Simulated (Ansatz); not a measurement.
# Is this Mg₅ZnO₆ structure stable?

The cell was found from a structure generator's guess, not taken from experiment.

Method: Ansatz, DFT PBE, scalar-relativistic, plane waves, PAW. The final run on the 12-atom cell used 420 eV, a Γ-centred 12×12×2 mesh, 0.02 eV smearing and no spin polarisation.

```yaml
crystal:
  lattice:
    - [3.01879, 0.00000, 0.00000]
    - [-1.50940, 2.61435, 0.00000]
    - [0.00000, 0.00000, 14.76733]
  atoms:
    - { symbol: Mg, position: [0.33333, 0.66667, 0.83230] }
    - { symbol: Mg, position: [0.66667, 0.33333, 0.16770] }
    - { symbol: Mg, position: [0.33333, 0.66667, 0.33390] }
    - { symbol: Mg, position: [0.00000, 0.00000, 0.50000] }
    - { symbol: Mg, position: [0.66667, 0.33333, 0.66610] }
    - { symbol: Zn, position: [0.00000, 0.00000, 0.00000] }
    - { symbol: O, position: [0.66667, 0.33333, 0.91339] }
    - { symbol: O, position: [0.33333, 0.66667, 0.08661] }
    - { symbol: O, position: [0.00000, 0.00000, 0.25086] }
    - { symbol: O, position: [0.66667, 0.33333, 0.41695] }
    - { symbol: O, position: [0.33333, 0.66667, 0.58305] }
    - { symbol: O, position: [0.00000, 0.00000, 0.74914] }
```

The zero of energy is the elements' standard structures at the same level (O₂ as a molecule); no fitted shifts are applied.

Q: These tests were run: energy against the elements; random kick, then relaxation without symmetry; phonons on a 3×3×1 q mesh; elastic tensor. What do they show?

A:

| test | result |
| --- | --- |
| energy against the elements | −2.450 eV/atom |
| random kick, then relaxation without symmetry | returns |
| phonons on a 3×3×1 q mesh | no imaginary mode on the mesh |
| elastic tensor | least eigenvalue 69 GPa |

It fails none of these tests. Other phases of the system weren't compared here, so this isn't yet thermodynamic stability.

The kick test ran on a coarse mesh. The run for the phonons used a 12×12×2 k mesh. The run for the elastic tensor used a 12×12×2 k mesh.
